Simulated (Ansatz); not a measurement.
MoS₂:
```yaml
crystal:
  lattice:
    - [3.12776, 0.00000, 0.00000]
    - [-1.56388, 2.70872, 0.00000]
    - [0.00000, 0.00000, 12.19935]
  atoms:
    - { symbol: Mo, position: [0.00000, 0.00000, 0.25000] }
    - { symbol: Mo, position: [0.00000, 0.00000, 0.75000] }
    - { symbol: S, position: [0.33333, 0.66667, 0.37714] }
    - { symbol: S, position: [0.66667, 0.33333, 0.62286] }
    - { symbol: S, position: [0.66667, 0.33333, 0.87714] }
    - { symbol: S, position: [0.33333, 0.66667, 0.12286] }
```

Relaxed with LDA.

### Question
Give the optical modes at the zone centre with their infrared and Raman activity from DFPT, DFT-LDA in the program Ansatz with PAW potentials.

### Answer
Transverse frequencies, without the LO–TO term; a row sums one degenerate level.

```tsv
ω (cm⁻¹)	degeneracy	IR ((D/Å)²/amu)	Raman (Å⁴/amu)	activity	symmetry
25	2	0.00	2.7	Raman	E2g
44	1	0.00	0	silent	B1g
288	2	0.00	0	silent	E2u
289	2	0.00	1.5	Raman	E1g
389	2	3.02	0	IR	E1u
390	2	0.00	720	Raman	E2g
410	1	0.00	0	silent	B2u
414	1	0.00	2000	Raman	A1g
472	1	0.53	0	IR	A2u
477	1	0.00	0	silent	B1g
```

### Question
How high does the top mode go among those that the LO–TO term moves?

### Answer
392 cm⁻¹ for q along x, 392 cm⁻¹ for q along y, 474 cm⁻¹ for q along z.

Space group P6_3/mmc. The first step of the workflow began from a Materials Project structure, measured or hypothetical. Its sites differ from those of the usual phase in this space group: another stacking or structure type. Symmetry was held in the LDA relaxation; phonons on a q-mesh show no instability. The run is not spin-polarised. A crystal of weakly bound layers computed without a dispersion correction: the cell and the soft elastic constants depend strongly on that.

Potentials: the earlier of the program's two PAW sets.
